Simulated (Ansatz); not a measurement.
BiBN2:
```
BiBN2
1.0
    3.01097     0.00000     0.00000
   -1.50548     2.60758     0.00000
    0.00000     0.00000     6.10235
Bi N B
1 2 1
Direct
  0.33333   0.66667   0.00458
  0.33333   0.66667   0.46205
  0.66667   0.33333   0.77626
  0.66667   0.33333   0.52711
```

Relaxed with r²SCAN.

Problem. Tabulate the valence density and the electron localisation function along the shortest Bi–N contact (2.23 Å), DFT-r²SCAN in the program Ansatz with PAW potentials.

Solution. 

```csv
distance from Bi (Å),density (e/Å³),ELF
0.22,7.74,0.14
0.33,6.68,0.12
0.45,5.45,0.15
0.56,4.15,0.21
0.67,2.92,0.27
0.78,1.89,0.30
0.89,1.17,0.30
1.00,0.77,0.29
1.11,0.64,0.32
1.23,0.65,0.44
1.34,0.77,0.63
1.45,1.01,0.78
1.56,1.39,0.83
1.67,2.01,0.81
1.78,2.77,0.72
1.89,3.34,0.52
2.01,3.51,0.24
```

The density is the valence pseudo-density with augmentation charge, so density and ELF within about 1 Å of a nucleus are not all-electron values.

Space group P3m1. The start of the workflow was typed in or built on a structure type; neither database checked (COD, Materials Project) lists it. Whether it is the stable phase at ambient conditions was not checked. Symmetry was held in the r²SCAN relaxation; its stability against distortions is not shown here. The volume moved by 16 % from the start of the relaxation. Its formation energy is positive at this level, so the cell may be metastable or incomplete. Scalar-relativistic: spin–orbit coupling is off unless named, which matters more the heavier the elements.

Potentials: the earlier of the program's two PAW sets.
